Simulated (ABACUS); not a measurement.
# Small calculations from the output for Bi₂Se₃ (R-3m, 5 atoms in the cell; from Materials Project mp-541837)

```
CELL_PARAMETERS angstrom
      2.09569     1.20994     9.97623
     -2.09569     1.20994     9.97623
      0.00000    -2.41989     9.97623
ATOMIC_POSITIONS crystal
  Bi 0.39844 0.39844 0.39844
  Bi 0.60156 0.60156 0.60156
  Se 0.00000 0.00000 0.00000
  Se 0.21572 0.21572 0.21572
  Se 0.78428 0.78428 0.78428
```

All values come from this method and carry its errors: PBEsol, PseudoDojo 0.4 standard norm-conserving PBEsol (tails mended) pseudopotentials (plane waves; ABACUS).

Main settings: KPT = Gamma 3 3 3 0 0 0; basis_type = pw; ecutwfc = 86 Ry; smearing_method = fd; smearing_sigma = 0.00146997 Ry; potentials = PseudoDojo 0.4 standard norm-conserving PBEsol (tails mended); symmetry = 1; ks_solver = dav_subspace.

Spin-orbit coupling is left out, which matters for bands and gaps with elements this heavy. The structure comes from a collection of computed structures, made at another level of theory; the collection holds predicted forms beside known ones.

The cell holds 1024.2 bohr³ and the plane-wave cutoff is 86.0 Ry.

How many plane waves does a k-point need, and how does the count grow with the cutoff?

In Rydberg units |k + G|² ≤ E, a sphere of radius √86.0 = 9.274 bohr⁻¹. Each G takes (2π)³/V of reciprocal space, so N = V E^(3/2)/(6π²) = 1024.2 × 797.5/59.218 = 13794. The program's largest count at a k-point is 13817; single k-points scatter about the estimate. The count grows as E^(3/2): 20 % more cutoff means 31 % more plane waves.

The cell was also run at V = 150.260 Å³ (F = -14333.76465 eV, P = -2.13 GPa) and V = 153.296 Å³ (F = -14333.71484 eV, P = -3.12 GPa), scaled uniformly; the base has V = 151.778 Å³, P = -2.64 GPa and F₀ = -14333.74209 eV.

Check the pressure against the energies, and estimate the bulk modulus and the volume of zero pressure.

P = −dF/dV ≈ −(0.04981 eV)/(3.036 Å³) = -0.01641 eV/Å³; times 160.218 GPa per eV/Å³ this is -2.63 GPa, against -2.64 GPa from the stress tensor. B = −V dP/dV ≈ −151.778 × (-0.99 GPa)/(3.036 Å³) = 49 GPa at this volume. The curvature of the energies, B = V (F₊ + F₋ − 2F₀)/(ΔV/2)², gives 49 GPa. To first order the pressure vanishes at V0 ≈ V(1 + P/B) = 143.68 Å³, so all lengths change by about -1.81 %. Shape and fractional positions were held, which usually makes B too large where they are free.

“Tails mended”: in these copies of the files the far tail of each local potential was reset to the Coulomb form.
